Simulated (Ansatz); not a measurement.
V2InC:
```xyz
8
Lattice="3.0058 0.0000 0.0000 -1.5029 2.6031 0.0000 0.0000 0.0000 13.5314" Properties=species:S:1:pos:R:3 pbc="T T T"
V      0.0000     1.7354     1.0497
V      1.5029     0.8677    12.4817
V      1.5029     0.8677     7.8154
V      0.0000     1.7354     5.7160
In     0.0000     1.7354    10.1485
In     1.5029     0.8677     3.3828
C      0.0000     0.0000     0.0000
C      0.0000     0.0000     6.7657
```

Relaxed with r²SCAN. Special points in fractions of this cell's reciprocal vectors: Γ (0.000, 0.000, 0.000); M (0.500, 0.000, 0.000); K (0.333, 0.333, 0.000); A (0.000, 0.000, 0.500); L (0.500, 0.000, 0.500); H (0.333, 0.333, 0.500).

**Question.** List the band energies nearest the Fermi level at these points for r²SCAN with spin–orbit coupling in the plane-wave PAW code Ansatz.

**Answer.** In eV from the Fermi level; about four levels below and three above (degenerate sets whole), none deeper than 8.9 eV; points with the same levels are listed once.

```
k                    below                                    above
-  -----------------------  ---------------------------------------
Γ  -0.27 -0.27 -0.22 -0.22                      0.46 0.46 0.46 0.46
M  -1.83 -1.83 -1.83 -1.83                      0.89 0.89 0.98 0.98
K  -1.66 -1.66 -1.23 -1.23                      0.26 0.26 0.55 0.55
A  -0.24 -0.24 -0.24 -0.24  0.49 0.49 0.49 0.49 0.49 0.49 0.49 0.49
L  -1.83 -1.83 -1.83 -1.83                      0.97 0.97 0.97 0.97
H  -0.47 -0.47 -0.43 -0.43                      0.35 0.35 0.37 0.37
```

Space group P6_3/mmc. The workflow started from a Materials Project entry (that database holds measured and hypothetical structures alike); the Crystallography Open Database copy checked does not list it. Whether it is the stable phase at ambient conditions was not checked. The cell was relaxed with r²SCAN under the symmetry of its start; its stability against distortions is not shown here. The run is not spin-polarised.

Potentials: the later of the program's two PAW sets.
